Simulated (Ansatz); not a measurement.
A geometry of Cd away from equilibrium: the start of the relaxation of a generated cell, Cd built in the AFLOW prototype A_oC8_64_f (A11, as in Ga). The numbers are results of r2SCAN (plane waves to 500 eV, PAW, scalar-relativistic; Ansatz, a quantum-chemistry and plane-wave program), not measurements. Γ-centred k-mesh 8×8×7 on the run's cell (coarser than for final values), Fermi–Dirac smearing 0.05 eV.

```xyz
4
Lattice="2.3366 -3.9577 0.0000 2.3366 3.9577 0.0000 0.0000 0.0000 4.6742" Properties=species:S:1:pos:R:3 pbc="T T T"
Cd     2.3366     1.2261     2.7157
Cd     2.3366    -1.2261     1.9585
Cd     2.3366    -2.7316     4.2956
Cd     2.3366     2.7316     0.3786
```

**Question.** What forces act on the atoms (eV/Å)?

**Answer.** 
```json
[
 {"atom": "Cd1", "Fx": "0.00", "Fy": "0.42", "Fz": "0.15"},
 {"atom": "Cd2", "Fx": "0.00", "Fy": "-0.42", "Fz": "-0.15"},
 {"atom": "Cd3", "Fx": "0.00", "Fy": "0.42", "Fz": "-0.15"},
 {"atom": "Cd4", "Fx": "0.00", "Fy": "-0.42", "Fz": "0.15"}
]
```

**Question.** What is the pressure?

**Answer.** +13.6 GPa, compression positive.

**Question.** How much energy per atom can still be gained by relaxing?

**Answer.** 0.31 eV/atom; the path ends in I4/mmm (No. 139) (AFLOW prototype A_tI2_139_a (A_a)).

No spin polarisation in the result.

The run could not lose the symmetry of its start: the end is stationary, and may be a saddle point rather than a minimum.

The end of the path is a generated cell of Cd: the first start was made by placing the elements on the sites of a structure type, and the end was not matched to a known phase here, so it may be hypothetical. Known forms of Cd include space group No. 194.
